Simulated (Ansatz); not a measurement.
Input:

LiTaO₃ (LiNbO3 type, space group R3c)

Space group R3c, hexagonal axes (No. 161); a = b = 5.139 Å, c = 13.765 Å, α = β = 90.00°, γ = 120.00°

```
atom  site  symmetry       x       y       z
----  ----  --------  ------  ------  ------
Li      6a        3.  0.0000  0.0000  0.2946
Ta      6a        3.  0.0000  0.0000  0.0115
O      18b         1  0.0483  0.3438  0.0814
```
(The calculation used a cell of 10 atoms; values per cell refer to that cell.)

The volume is varied about the relaxed value V₀ at fixed cell shape. The atoms relax within the cell's symmetry.

Level of theory: PBEsol (plane waves to 420 eV, PAW, scalar-relativistic; Ansatz, a program for electronic structure). k mesh 8×8×8 (Γ-centred), Fermi-Dirac smearing 0.05 eV. Energies are smeared free energies. Compression counts positive. With the shape held, the modulus is that of even scaling; a crystal free to change shape is softer. LiTaO3 is run without spin polarisation. LiTaO3 was relaxed with its symmetry unable to fall. Spin-orbit coupling is left out, though Ta is heavy. The PAW data are Ansatz's earlier set. The zero of ΔE is the relaxed starting cell.

The scan covers V/V₀ from 0.900 to 1.100 in 11 points.

**Question.** What pressure does the cell carry at V/V₀ = 0.900?

**Answer.** 16.8 GPa.

**Question.** What is ΔE at V/V₀ = 0.900?

**Answer.** 50.8 meV/atom.

**Question.** What is ΔE at V/V₀ = 1.100?

**Answer.** 33.8 meV/atom.

(Under strain, the slope of the energy per volume gives the stress and its curvature an elastic modulus.)
